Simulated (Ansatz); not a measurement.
Relaxation of a generated trial cell of SnO2 in the rutile structure type; 6 atoms in the cell, which starts as P4₂/mnm (No. 136), tP6; a = b = 4.919 Å, c = 3.168 Å, α = β = γ = 90.00°. These are PBEsol (plane waves to 420 eV, PAW, scalar-relativistic; Ansatz, an electronic-structure program) values and carry that method's errors. Γ-centred k-mesh 5×5×7 on the run's cell (coarser than for final values), Fermi–Dirac smearing 0.05 eV. This is the first round of the run. 

The optimiser's lines from the output (shortened; P is positive under compression):

```
relax step   1: F+E_penalty+E_count = -14143.10276422 eV  Δ(F+E_penalty+E_count) = +0.000e0 eV  max|allowed force component| = 2.069e-1 eV/Å  Δτ_max = 0.0000 Å  P = -7.222 GPa  Ω = 76.645 Å³  (7 SCF iters, dr2 threshold 1.00e-7 eV, accepted)
relax step   2: F+E_penalty+E_count = -14143.20377362 eV  Δ(F+E_penalty+E_count) = -1.010e-1 eV  max|allowed force component| = 3.911e-1 eV/Å  Δτ_max = 0.0381 Å  P = -0.455 GPa  Ω = 73.339 Å³  (6 SCF iters, dr2 threshold 6.00e-7 eV, accepted)
relax step   3: F+E_penalty+E_count = -14143.24139939 eV  Δ(F+E_penalty+E_count) = -3.763e-2 eV  max|allowed force component| = 7.176e-2 eV/Å  Δτ_max = 0.0244 Å  P = +0.274 GPa  Ω = 73.095 Å³  (5 SCF iters, dr2 threshold 6.00e-7 eV, accepted)
relax step   4: F+E_penalty+E_count = -14143.24240898 eV  Δ(F+E_penalty+E_count) = -1.010e-3 eV  max|allowed force component| = 2.043e-2 eV/Å  Δτ_max = 0.0032 Å  P = +0.052 GPa  Ω = 73.119 Å³  (4 SCF iters, dr2 threshold 6.00e-7 eV, accepted)
relax step   5: F+E_penalty+E_count = -14143.24262547 eV  Δ(F+E_penalty+E_count) = -2.165e-4 eV  max|allowed force component| = 1.275e-3 eV/Å  Δτ_max = 0.0013 Å  P = -0.000 GPa  Ω = 73.100 Å³  (4 SCF iters, dr2 threshold 2.59e-7 eV, accepted)
relax step   6: F+E_penalty+E_count = -14143.23711590 eV  Δ(F+E_penalty+E_count) = +5.510e-3 eV  max|allowed force component| = 8.167e-4 eV/Å  Δτ_max = 0.0000 Å  P = -0.172 GPa  Ω = 73.100 Å³  stress off target by 2.32e-1 GPa  SCF on the basis re-selected at this cell (its energy is not comparable with the rows above)  (6 SCF iters)
relax step   7: F+E_penalty+E_count = -14143.23739034 eV  Δ(F+E_penalty+E_count) = -2.744e-4 eV  max|allowed force component| = 6.167e-5 eV/Å  Δτ_max = 0.0000 Å  P = +0.003 GPa  Ω = 73.022 Å³  (4 SCF iters, dr2 threshold 1.35e-7 eV, accepted)
relax step   8: F+E_penalty+E_count = -14143.23719832 eV  Δ(F+E_penalty+E_count) = +1.920e-4 eV  max|allowed force component| = 3.217e-5 eV/Å  Δτ_max = 0.0000 Å  P = -0.001 GPa  Ω = 73.022 Å³  stress off target by 4.63e-3 GPa  SCF on the basis re-selected at this cell (its energy is not comparable with the rows above)  (6 SCF iters)
```

From the first to the last row the energy changes by -0.02 eV/atom and the volume by -4.7 %. The last row is marked as not comparable with the walk above it, whose basis was carried along; it does compare with step 1, since both stand on a basis selected at the nominal cutoff for their own cell.

Later rounds, restarted from the end of this one on a renewed k-mesh, logged 2 more steps and released under 0.01 eV/atom more. The final structure after all rounds: P4₂/mnm (No. 136), tP6, rutile type; a = b = 4.7686 Å, c = 3.2113 Å, α = β = γ = 90.00°. Between re-selections the logged energies stand on a plane-wave basis carried along with the cell. No spin polarisation in the result.

The run could not lose the symmetry of its start; a randomly shaken copy of 6 atoms returns to this structure.
